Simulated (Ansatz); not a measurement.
This is a known allotrope of Y, reached from a generated start. Known forms of Y include space group No. 194.

A relaxed structure of Y. Space group Im-3m (No. 229), bcc (W type). The numbers are results of PBEsol (plane waves to 420 eV, PAW, scalar-relativistic; Ansatz, an electronic-structure program), not measurements.

Space group Im-3m (No. 229); a = 3.9737 Å, b = 3.9737 Å, c = 3.9737 Å, α = 90.00°, β = 90.00°, γ = 90.00°

```tsv
atom	site	symmetry	x	y	z
Y	2a	m-3m	0.0000	0.0000	0.0000
```
(The calculation used a cell of 1 atom; values per cell refer to that cell.)

```json
{
  "volume_per_atom": "31.37 Å³",
  "band_gap": "zero (metallic)",
  "shortest_distances": "Y–Y 3.44 Å",
  "k-mesh": "16×16×16"
}
```

Band energies at high-symmetry points (eV from the Fermi level; labels of this space group; no spin-orbit coupling), from −5 eV up to 3.4 eV:

| point | energies |
|---|---|
| Γ | -4.86 1.69 1.69 1.69 |
| H | -1.57 -1.57 |
| N | -2.07 0.13 0.89 |
| P | -0.17 -0.17 -0.17 |

No spin polarisation in the result. A magnetic state may lie lower.

The run could not lose the symmetry of its start.
